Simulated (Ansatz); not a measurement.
# Fermi surface of K (Im-3m)

```
CELL_PARAMETERS angstrom
-2.61250 2.61250 2.61250
2.61250 -2.61250 2.61250
2.61250 2.61250 -2.61250
ATOMIC_POSITIONS crystal
K 0.00000 0.00000 0.00000
```

The conventional cell has a = 5.225 Å, b = 5.225 Å, c = 5.225 Å, α = 90.00°, β = 90.00°, γ = 90.00°.

Level of theory, where no other is named: PBEsol, all-electron LAPW in Ansatz 0.2.0, scalar-relativistic. k mesh 12×12×12, fine mesh 16×16×16, Fermi-Dirac smearing of 0.050 eV, basis error target 1 meV/atom. The cell was relaxed by PAW under this functional.

Levels and slopes are solved on a 16×16×16 mesh, and each state is taken as quadratic over its cell.

Question: What is the density of states at the Fermi level, and which bare Sommerfeld coefficient follows?

Answer: N(E_F) = 0.775 states/eV/atom (both spins), so γ = (π²/3) k_B² N(E_F) = 1.83 mJ/(mol-atom K²) without electron-phonon or spin-fluctuation enhancement.

Question: What Drude plasma energy and σ/τ do the band velocities give?

Answer: (ħω_p,α)² = (e²/ε₀VN_k) Σ_nkσ (∂E/∂k_α)² δ(E − E_F) gives ħω_p = (4.38, 4.38, 4.38) eV along x, y, z, and σ/τ = ε₀ω_p² = 3.92×10²⁰ Ω⁻¹m⁻¹s⁻¹ along x. Weighted by the density of states, the mean Fermi speed is 0.818×10⁶ m/s; the surface has an area of 7.26 Å⁻² for each spin direction.

Question: Which bands cross the Fermi level, and what do they carry?

Answer: 

```csv
band,filled part,N (states/eV/cell),speed (10⁶ m/s),5th to 95th percentile,area (Å⁻²),filling
1,0.50,0.775,0.818,0.78 to 0.96,7.26,partly filled
```

Question: Map the plane k₃ = 0 of the mesh: how many bands lie under the Fermi level at each point, counted from the least on the plane?

Answer: k₁ runs to the right and k₂ upwards, each from −½ to ½ with 0 in the middle (the axes needn't be at right angles):
```
0111111110000000
0111111111000000
0111111111100000
1111111111111000
0111111111111000
0111111111111100
0111111111111110
0111111111111111
0011111111111111
0001111111111111
0000111111111111
1000111111111111
0000001111111111
0000000111111111
0000000011111111
0000100000001000
```

Question: On PAW files the program sums the optical response inside the mesh cells, interband lines and its own Drude term. Where does ε₁ rise through zero (a sharp plasmon if ε₂ is small there), and how much light is reflected?

Answer: 

```
Fine mesh                         : 16, 16, 16
Window top                        : 20 eV
Line width                        : 0.2 eV
Drude damping                     : 0.1 eV
ε₁ rises through zero at x        : 3.69 eV
ε₂ there x                        : 0.1
Plasma energy (x, y, z)           : 4.217, 4.217, 4.217 eV
Reflectivity at 1 eV, x-polarised : 0.9493
Reflectivity at 2 eV, x-polarised : 0.8995
Reflectivity at 3 eV, x-polarised : 0.8074
```

The plasma energy here is the program's own sum at the run's smearing; it differs from the value above by up to 4 %, through mesh and smearing.

Question: What does PAW give for the same cell?

Answer: N(E_F) = 0.775 states/eV/atom and ħω_p,x = 4.38 eV.

Limits of these numbers: these sums move with the mesh, by several per cent and more for small sheets; frozen-core PAW files fitted under PBE, their cores solved anew for the functional of the run.
